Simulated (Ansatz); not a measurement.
An Ansatz (a first-principles code) run. Input:

Ansatz 0.2 input:
```yaml
crystal:
  lattice:
    - [3.2117862142, 0.0, 0.0]
    - [-1.6058931071, 2.781488453, 0.0]
    - [0.0, 0.0, 12.1116964288]
  atoms:
    - { symbol: Ge, position: [0.3333333333, 0.6666666667, 0.75] }
    - { symbol: Ge, position: [0.6666666667, 0.3333333333, 0.25] }
    - { symbol: Mo, position: [0.3333333333, 0.6666666667, 0.0842528633] }
    - { symbol: Mo, position: [0.6666666667, 0.3333333333, 0.5842528633] }
    - { symbol: Mo, position: [0.6666666667, 0.3333333333, 0.9157471367] }
    - { symbol: Mo, position: [0.3333333333, 0.6666666667, 0.4157471367] }
    - { symbol: N, position: [0.0, 0.0, 0.0] }
    - { symbol: N, position: [0.0, 0.0, 0.5] }
kpoints:
  mp_grid: { grid: [11, 11, 3] }
  band_path:
    path:
      - [[0.0, 0.0, 0.0], [0.5, 0.0, 0.0], [0.3333333333, 0.3333333333, 0.0], [0.0, 0.0, 0.0], [0.0, 0.0, 0.5], [0.5, 0.0, 0.5], [0.3333333333, 0.3333333333, 0.5], [0.0, 0.0, 0.5]]  # Γ-M-K-Γ-A-L-H-A
      - [[0.5, 0.0, 0.5], [0.5, 0.0, 0.0]]  # L-M
      - [[0.3333333333, 0.3333333333, 0.5], [0.3333333333, 0.3333333333, 0.0]]  # H-K
    npoints: 8
basis: { xc_grid: 2 }
hamiltonian:
  xc: pbe
  pseudopotentials: { azcp: { folder: ./paw }, kind: paw_fr }
magnetization: { noncollinear: true, spin_orbit: true }
scf:
  n_extra_bands: 16
  convergence: { dr2_threshold: 0.0000000001 }
  occupations: { method: gaussian, width: 0.05 }
output: { eigenvalues: true }
```

Output (shortened):

```
Pseudopotential: Ge, paw, valence charge 14
Pseudopotential: Mo, paw, valence charge 14
Pseudopotential: N, paw, valence charge 5
Functional definition: PBE
non-collinear run that drives no moment, with spin-orbit …
Crystal: 8 atoms, lattice volume = 108.200 Å³
Basis set: ecut = 420 eV, 2153 PW (Γ), exchange–correlation on 48×48×162 points (8 copies of the dense FFT grid, shifted against one another)
Bands: 110, of which v1, the nominal top of the filled ones, is band 94 counted from 1 (93 counted from 0)
Symmetry: 24 space group operations + 24 with time reversal
k-points: 32 of 363
Projection manifold: j_resolved (fully-relativistic pseudo-atomic orbitals)
SCF iter   1: F=—  HF=-29194.354028 eV  |F-HF|=—  |Δ(HF+E_count)|=         —  Δρ=1.15e-1  dr2=3.60e1  dr2_m=0.00e0 (ungated)  ethr=3.10e-3  |M|=0.00e0 ∫|m|=0.00e0 μB  |m|>n=0.0e0 m-floor=0.0e0 τ_xc=0.0e0  β_m=0.30  ⟨swp⟩=6.1  Hψ=7532  notcnv=0  defer=12
preconditioner: auto → Kerker (q_TF=auto, 2.665 Å⁻¹)
spin=Noncollinear: Kerker preconditioning applied to the charge; magnetization (m_x, m_y, m_z) channels mix plain (no charge-response kernel on spin).
SCF iter   2: F=—  HF=-29190.184513 eV  |F-HF|=—  |Δ(HF+E_count)|=    4.17e0  Δρ=6.80e-2  dr2=1.47e1  dr2_m=0.00e0 (ungated)  ethr=3.10e-3  |M|=0.00e0 ∫|m|=0.00e0 μB  |m|>n=0.0e0 m-floor=0.0e0 τ_xc=0.0e0  β_m=0.49  ⟨swp⟩=2.6  Hψ=2854  notcnv=0  defer=260
SCF iter   3: F=—  HF=-29187.808876 eV  |F-HF|=—  |Δ(HF+E_count)|=    2.38e0  Δρ=1.70e-2  dr2=7.01e-1  dr2_m=0.00e0 (ungated)  ethr=3.10e-3  |M|=0.00e0 ∫|m|=0.00e0 μB  |m|>n=0.0e0 m-floor=0.0e0 τ_xc=0.0e0  β_m=0.58  ⟨swp⟩=4.0  Hψ=3756  notcnv=0  defer=252
SCF iter   4: F=—  HF=-29187.746560 eV  |F-HF|=—  |Δ(HF+E_count)|=   6.23e-2  Δρ=6.41e-3  dr2=6.34e-2  dr2_m=0.00e0 (ungated)  ethr=7.45e-4  |M|=0.00e0 ∫|m|=0.00e0 μB  |m|>n=0.0e0 m-floor=0.0e0 τ_xc=0.0e0  β_m=0.71  ⟨swp⟩=2.5  Hψ=2215  notcnv=0  defer=246
SCF iter   5: F=—  HF=-29187.739829 eV  |F-HF|=—  |Δ(HF+E_count)|=   6.73e-3  Δρ=1.73e-3  dr2=6.91e-3  dr2_m=0.00e0 (ungated)  ethr=6.75e-5  |M|=0.00e0 ∫|m|=0.00e0 μB  |m|>n=0.0e0 m-floor=0.0e0 τ_xc=0.0e0  β_m=0.65  ⟨swp⟩=2.1  Hψ=2770  notcnv=0  defer=246
SCF iter   6: F=—  HF=-29187.738067 eV  |F-HF|=—  |Δ(HF+E_count)|=   1.76e-3  Δρ=1.04e-3  dr2=1.09e-3  dr2_m=0.00e0 (ungated)  ethr=7.35e-6  |M|=0.00e0 ∫|m|=0.00e0 μB  |m|>n=0.0e0 m-floor=0.0e0 τ_xc=0.0e0  β_m=0.82  ⟨swp⟩=2.0  Hψ=2618  notcnv=0  defer=246
SCF iter   7: F=—  HF=-29187.738027 eV  |F-HF|=—  |Δ(HF+E_count)|=   3.94e-5  Δρ=2.18e-4  dr2=5.52e-5  dr2_m=0.00e0 (ungated)  ethr=1.16e-6  |M|=0.00e0 ∫|m|=0.00e0 μB  |m|>n=0.0e0 m-floor=0.0e0 τ_xc=0.0e0  β_m=0.91  ⟨swp⟩=2.0  Hψ=2241  notcnv=0  defer=246
SCF iter   8: F=—  HF=-29187.738031 eV  |F-HF|=—  |Δ(HF+E_count)|=   3.97e-6  Δρ=6.74e-5  dr2=5.86e-6  dr2_m=0.00e0 (ungated)  ethr=5.87e-8  |M|=0.00e0 ∫|m|=0.00e0 μB  |m|>n=0.0e0 m-floor=0.0e0 τ_xc=0.0e0  β_m=0.96  ⟨swp⟩=2.0  Hψ=2318  notcnv=0  defer=246
SCF iter  13: F=-29187.738025 eV  HF=-29187.738025 eV  |F-HF|=7.28e-12  |Δ(HF+E_count)|=  7.28e-12  Δρ=1.09e-7  dr2=1.40e-11  dr2_m=0.00e0 (ungated)  ethr=1.00e-12  |M|=0.00e0 ∫|m|=0.00e0 μB  |m|>n=0.0e0 m-floor=0.0e0 τ_xc=0.0e0  ⟨swp⟩=8.8  Hψ=5013  notcnv=0
SCF 1 converged in 13 iterations: F = -29187.738025 eV  dr2 = 1.40e-11
NSCF: frozen V_eff on 75 k-points
SCF converged after 13 iterations
Magnetization: |M| = 0.0000 μB,  M = (+0.0000, +0.0000, +0.0000) μB
Absolute magnetization: 0.0000 μB (∫|m|)
  site 0: m = (+0.0000, +0.0000, +0.0000) μB, |m| = 0.0000 μB  (R = 1.13 Å)
  site 1: m = (+0.0000, +0.0000, +0.0000) μB, |m| = 0.0000 μB  (R = 1.13 Å)
  site 2: m = (+0.0000, +0.0000, +0.0000) μB, |m| = 0.0000 μB  (R = 0.87 Å)
  site 3: m = (+0.0000, +0.0000, +0.0000) μB, |m| = 0.0000 μB  (R = 0.87 Å)
  site 4: m = (+0.0000, +0.0000, +0.0000) μB, |m| = 0.0000 μB  (R = 0.87 Å)
  site 5: m = (+0.0000, +0.0000, +0.0000) μB, |m| = 0.0000 μB  (R = 0.87 Å)
  site 6: m = (+0.0000, +0.0000, +0.0000) μB, |m| = 0.0000 μB  (R = 0.87 Å)
  site 7: m = (+0.0000, +0.0000, +0.0000) μB, |m| = 0.0000 μB  (R = 0.87 Å)
Free energy (F): -29187.738025 eV
Harris-Foulkes:  -29187.738025 eV  (|F-HF|=7.28e-12)
Internal energy: -29187.730472 eV  (E = F + TS)
E sigma→0 (E₀):  -29187.734248 eV
Entropy (-TS):   -0.007553 eV (-0.944 meV/atom)
Fermi energy:    17.953321 eV
--- Per-component energies (eV) ---
  E_band       = -396.056949
  E_kinetic    = 2136.905228
  E_local      = -7321.495910  (includes V_loc(G=0)·N_el)
  E_nonlocal   = 1103.426636
  E_hartree    = 3054.114563
  E_xc         = -967.044918
  E_vxc        = -1160.166802  (∫ρ·V_xc dr)
  E_paw        = -17135.636042  (= ΣΔE_a)
  E_vpaw       = -1262.957239  (= ΣTr[D̂ρ^β])
  E_aug_tail   = 0.002012  (compensation charges beyond the density's cutoff)
  E_ewald      = -10058.002041
  E_smearing   = -0.007553  (= −TS)
  E_closure    =  0.000000  (closes the sum)
  Σ components = -29187.738025   (vs F -29187.738025, Δ=0.00e0)
  [band-id]    e_kinetic+e_local+e_nonlocal+2·e_hartree+e_vxc+e_vpaw+e_augmentation_tail = -396.056948   (vs E_band -396.056949, Δ=1.06e-6)
--- Band table (eV; the first three rows and the last of 32) ---
  k-point 0: bands = ["-43.7159", "-43.7159", "-43.7155", "-43.7155", "-43.5518", "-43.5518", "-43.5514", "-43.5514", "-19.5858", "-19.5858", "-19.5817", "-19.5817", "-19.2487", "-19.2487", "-19.2455", "-19.2455", "-17.2606", "-17.2606", "-17.2522", …
  k-point 1: bands = ["-43.7158", "-43.7158", "-43.7156", "-43.7156", "-43.5517", "-43.5517", "-43.5515", "-43.5515", "-19.5847", "-19.5847", "-19.5827", "-19.5827", "-19.2479", "-19.2479", "-19.2463", "-19.2463", "-17.2586", "-17.2586", "-17.2544", …
  k-point 2: bands = ["-43.7101", "-43.7101", "-43.7098", "-43.7098", "-43.5519", "-43.5519", "-43.5515", "-43.5515", "-19.5881", "-19.5881", "-19.5842", "-19.5842", "-19.2662", "-19.2662", "-19.2631", "-19.2631", "-17.2607", "-17.2607", "-17.2527", …
  k-point 31: bands = ["-43.6025", "-43.6025", "-43.6023", "-43.6023", "-43.5857", "-43.5857", "-43.5855", "-43.5855", "-19.5741", "-19.5741", "-19.5726", "-19.5726", "-19.5435", "-19.5435", "-19.5427", "-19.5427", "-17.3573", "-17.3573", "-17.3550", …
```

Cost: very roughly 3 core-minutes on shared cores.

Space group P6_3/mmc. The start of the workflow was typed in or built on a structure type; neither database checked (COD, Materials Project) lists it. Its standing as an ambient phase is unchecked. The PBE relaxation kept the symmetry of its start; its stability against distortions is not shown here. No spin polarisation was allowed. The volume moved by 18 % from the start of the relaxation.

Potentials: the earlier of the program's two PAW sets.

Ansatz is a plane-wave DFT program.
